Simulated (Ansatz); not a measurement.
## Phases of Zr at 57 GPa

Structure types of Zr are relaxed in primitive cells with their symmetry kept at 57 GPa, first on PAW files, then by LAPW. The enthalpy is E + pV at zero temperature, without zero-point motion. Only the types listed were tried, and differences under about 5 meV/atom are mesh noise. Not among the end structures: fcc, bcc, which may lie lower.

Computed with Ansatz 0.2.0; functional LDA, scalar-relativistic. Settings: Fermi–Dirac smearing of 0.08 eV, no spin polarisation. Methods: LAPW: all electrons, basis error target 0.5 meV/atom; PAW: frozen-core files, cutoff 420 eV.

k meshes: hcp 16×16×9, diamond 12×12×12, beta tin 16×16×16, simple hexagonal 16×16×15.

The PAW files were made under PBE.

| start type | ends as | a, b, c (Å) | V (Å³/atom) | H − H(lowest), LAPW (meV/atom) |
| --- | --- | --- | --- | --- |
| hcp | hcp, P6_3/mmc | 2.716, 2.716, 4.870 | 15.56 | 0.0 |
| diamond | diamond, Fd-3m | 5.176, 5.176, 5.176 | 17.33 | 3257.8 |
| beta tin | beta tin, I4_1/amd | 4.819, 4.819, 2.684 | 15.58 | ? |
| simple hexagonal | simple hexagonal, P6/mmm | 2.653, 2.653, 2.589 | 15.78 | ? |

Question: Give the missing entry: row "simple hexagonal", column "H − H(lowest), LAPW (meV/atom)".

Answer: 399.7.

Question: Fill in "H − H(lowest), LAPW (meV/atom)" for the row "beta tin".

Answer: 422.5.

Question: Split the lead of hcp over simple hexagonal into energy and pV.

Answer: For simple hexagonal less hcp: ΔE = +319.4 meV/atom, and p·ΔV = 57 GPa × +0.2257 Å³ × 6.242 meV/(GPa·Å³) = +80.3 meV/atom, together 399.7 meV/atom. hcp wins on both counts.
